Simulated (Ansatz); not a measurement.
MoSi$_{2}$ (MoSi2 type, space group I4/mmm)

```yaml
crystal:
  lattice:
    - [-1.60108, 1.60108, 3.90975]
    - [1.60108, -1.60108, 3.90975]
    - [1.60108, 1.60108, -3.90975]
  atoms:
    - { symbol: Mo, position: [0.00000, 0.00000, 0.00000] }
    - { symbol: Si, position: [0.33530, 0.33530, 0.00000] }
    - { symbol: Si, position: [0.66470, 0.66470, 0.00000] }
```

Equation-of-state scan: isotropic scaling of the cell above, V₀ being its volume. The atoms relax within the cell's symmetry.

The numbers are results of r2SCAN (plane waves to 500 eV, PAW, scalar-relativistic; Ansatz, a first-principles code), not measurements. k mesh 14×14×14 (Γ-centred), Fermi-Dirac smearing 0.05 eV. Energies are smeared free energies. Stress and pressure are positive under compression. With the shape held, the modulus is that of even scaling; a crystal free to change shape is softer. MoSi2 is run without spin polarisation. MoSi2 was relaxed with its symmetry unable to fall. The PAW data are Ansatz's earlier set. The zero of ΔE is the relaxed starting cell. The last digit holds for this mesh only.

```csv
V (Å³/atom),ΔE (meV/atom)
12.562,36.9
12.762,20.2
12.962,8.7
13.163,2.1
13.363,0.0
13.564,2.0
13.764,7.8
13.965,17.1
14.165,withheld
```

Task: Fit a third-order Birch-Murnaghan form (E₀, V₀, B₀, B₀′ free) to the given rows and predict ΔE at V = 14.165.

Result: Least squares on the 8 given rows: ΔE = E₀ + (9V₀B₀/16)·y²·[2 + (B₀′ − 4)y], y = (V₀/V)^(2/3) − 1, with V₀ = 13.363 Å³/atom, B₀ = 219.5 GPa (160.2 GPa = 1 eV/Å³; the term in eV is multiplied by 1000), B₀′ = 4.59, E₀ = -0.01 meV/atom; root-mean-square residual 0.01 meV/atom. At 14.165 the fit gives 29.6 meV/atom; the calculation gives 29.6 meV/atom, the same to the digits shown. For the pressure the fit gives -11.2 GPa against the computed -11.2 GPa.

(Under strain, the slope of the energy per volume gives the stress and its curvature an elastic modulus.)
